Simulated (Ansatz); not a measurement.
A geometry of HfO2 away from equilibrium: step 3 of the relaxation of a generated trial cell of HfO2 in the cotunnite structure type. All values below come from r2SCAN (plane waves to 500 eV, PAW, scalar-relativistic; Ansatz, a first-principles code). Γ-centred k-mesh 4×6×3 on the run's cell (coarser than for final values), Fermi–Dirac smearing 0.05 eV. The plane waves were selected for a different cell earlier on the path.

```yaml
crystal:
  lattice:
    - [5.53794, 0.00000, 0.00000]
    - [0.00000, 3.32475, 0.00000]
    - [0.00000, 0.00000, 6.52223]
  atoms:
    - { symbol: Hf, position: [0.74484, 0.25000, 0.60318] }
    - { symbol: Hf, position: [0.24484, 0.25000, 0.89682] }
    - { symbol: Hf, position: [0.25516, 0.75000, 0.39682] }
    - { symbol: Hf, position: [0.75516, 0.75000, 0.10318] }
    - { symbol: O, position: [0.63751, 0.25000, 0.92163] }
    - { symbol: O, position: [0.13751, 0.25000, 0.57837] }
    - { symbol: O, position: [0.36249, 0.75000, 0.07837] }
    - { symbol: O, position: [0.86249, 0.75000, 0.42163] }
    - { symbol: O, position: [0.51427, 0.25000, 0.34305] }
    - { symbol: O, position: [0.01427, 0.25000, 0.15695] }
    - { symbol: O, position: [0.48573, 0.75000, 0.65695] }
    - { symbol: O, position: [0.98573, 0.75000, 0.84305] }
```

Give the Cartesian forces on all atoms (eV/Å).


```json
[
 {"atom": "Hf1", "Fx": "0.51", "Fy": "0.00", "Fz": "0.22"},
 {"atom": "Hf2", "Fx": "0.51", "Fy": "0.00", "Fz": "-0.22"},
 {"atom": "Hf3", "Fx": "-0.51", "Fy": "0.00", "Fz": "-0.22"},
 {"atom": "Hf4", "Fx": "-0.51", "Fy": "0.00", "Fz": "0.22"},
 {"atom": "O5", "Fx": "0.12", "Fy": "0.00", "Fz": "-0.17"},
 {"atom": "O6", "Fx": "0.12", "Fy": "0.00", "Fz": "0.17"},
 {"atom": "O7", "Fx": "-0.12", "Fy": "0.00", "Fz": "0.17"},
 {"atom": "O8", "Fx": "-0.12", "Fy": "0.00", "Fz": "-0.17"},
 {"atom": "O9", "Fx": "0.17", "Fy": "0.00", "Fz": "0.03"},
 {"atom": "O10", "Fx": "0.17", "Fy": "0.00", "Fz": "-0.03"},
 {"atom": "O11", "Fx": "-0.17", "Fy": "0.00", "Fz": "-0.03"},
 {"atom": "O12", "Fx": "-0.17", "Fy": "0.00", "Fz": "0.03"}
]
```

The path ends in Pnma (No. 62) (AFLOW prototype A2B_oP12_62_2c_c (C23, as in PbCl2)). No spin polarisation in the result.

The run could not lose the symmetry of its start.

The first start was generated by placing the elements on the sites of a structure type. Materials Project lists a structure of HfO2 in the same space group, Pnma (No. 62); the sites were not compared with it, nor with measured phases. Known forms of HfO2 include space group No. 14, 29, 137, 225.
